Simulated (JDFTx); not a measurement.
System: W(100) (Im-3m bulk; lattice of mp-91, not re-optimised at this level), c(2×2) cell of 8 atoms in 4 planes, area 20.10 Å² a face, 4.5 Å between the outermost planes in a cell 23.8 Å high; k mesh 6×6×1, Fermi width 0.01 Ha, no spin polarisation.

Adsorbate: S on both faces at 0.50 monolayer, started bridge and relaxed in vacuum, keeping the symmetry of the start.

All numbers are RPBE, GBRV ultrasoft potentials made for PBE, plane waves to 20/100 Ha results from a modified build of JDFTx, not measurements. The adsorption energy per S is [E(slab + 2 S) − E(slab)]/2 − (E(H2S) − E(H2)), with the gas molecules relaxed at the same level and slab energies taken as (E + F)/2, the usual estimate of zero smearing. In reaction energies these potentials put H₂ about 0.03 eV too high against large-basis PBE. These are electronic energies without vibrational corrections. Reconstruction of the substrate beyond this cell is outside the model.

Predict the adsorption energy and the geometry, and the change of the work function.

-2.40 eV. S sits 1.84 Å above the highest substrate atom, bound to 2 W at 2.37 Å. The work function goes from 4.00 to 5.17 eV. In CANDLE, water, 1 M NaCl, at zero charge, the adsorption energy is -2.36 eV and the potential of zero charge moves from -0.95 to 0.45 V vs SHE (4.44 V convention).
